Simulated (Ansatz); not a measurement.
# Structure optimisation: tellurium, bcc

Computed with DFT, BLYP, plane waves (420 eV) with PAW, scalar-relativistic (Ansatz 0.2.0). The PAW files were generated under PBE, with cores re-solved for the functional.

k-point mesh 11×11×11, Fermi-Dirac smearing 0.1 eV, no spin polarisation. Cell and atoms relax.

Starting structure:

```yaml
crystal:
  lattice:
    - [-1.9317963558, 1.9317963558, 1.9317963558]
    - [1.9317963558, -1.9317963558, 1.9317963558]
    - [1.9317963558, 1.9317963558, -1.9317963558]
  atoms:
    - { symbol: Te, position: [0.0, 0.0, 0.0] }
hamiltonian:
  xc: blyp
  pseudopotentials:
    kind: paw
    azcp:
      Te: "pseudopotentials/Te.paw.azcp"
basis:
  ecutwfc: 420
  fft_grid_basis: typed
kpoints:
  mp_grid: { grid: [11, 11, 11], shift: [0, 0, 0] }
magnetization:
  spin_polarized: false
scf:
  occupations: { method: fermi_dirac, width: 0.1 }
relax:
  max_steps: 60
  f_tol: 0.01
  cell: {}
```

Q: What cell does the relaxation end in?

A: Im-3m with a = 4.003 Å; 32.07 Å³ per atom against 28.84 at the start (11.2 %).

Q: How much energy does the relaxation gain?

A: 47.0 meV per atom.
